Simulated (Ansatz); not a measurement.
TeO$_{2}$ (fluorite, Fm-3m), a = 5.3214 Å, b = 5.3214 Å, c = 5.3214 Å, α = 90.00°, β = 90.00°, γ = 90.00°; the cell used has 3 atoms.

Relaxed with r²SCAN+D4. r²SCAN+D4 (plane waves, PAW; program Ansatz) gives a gap of 1.00 eV.

Task: What gap does HSE06 give on the same cell (Ansatz, PAW)?

Result: 1.61 eV, 0.61 eV more. The hybrid was solved on a coarser mesh and at special points; its gap is the smallest among all of these.

| k | v1 r²SCAN+D4 | c1 r²SCAN+D4 | v1 HSE06 | c1 HSE06 |
|---|---|---|---|---|
| Γ | -3.58 | 2.00 | ? | ? |
| X | -1.63 | 1.46 | -1.81 | 2.08 |
| L | 0.00 | 4.35 | ? | ? |
| W | -0.87 | 4.22 | ? | ? |
| K | -1.01 | 3.33 | ? | ? |

Task: Top valence (v1) and lowest conduction level (c1) in eV from each method's valence maximum (which need not be a listed point): supply the withheld HSE06 values.

Result: 
- W, v1 HSE06: -0.93
- W, c1 HSE06: 4.98
- Γ, v1 HSE06: -3.83
- Γ, c1 HSE06: 2.64
- K, v1 HSE06: -1.07
- K, c1 HSE06: 4.02
- L, v1 HSE06: 0.00
- L, c1 HSE06: 5.16

Cost on shared cores: the r²SCAN+D4 run (SCF on a 9×9×9 mesh, then bands and DOS) about 21 core-seconds (a rough figure), the HSE06 run (SCF on 7×7×7, then a few points) roughly 3 core-minutes; the tasks are unlike.

The cell is a constructed one: a structure type filled with these elements; neither database checked (COD, Materials Project) lists it. COD files the formula under space group No. 19, 61, 92, 136, so this cell is another polymorph or a model. Whether it is the stable phase at ambient conditions was not checked. Symmetry was held in the r²SCAN+D4 relaxation; whether a distortion lowers the energy is not shown. Spin–orbit coupling is left out wherever it is not named.

Potentials: the later of the program's two PAW sets.
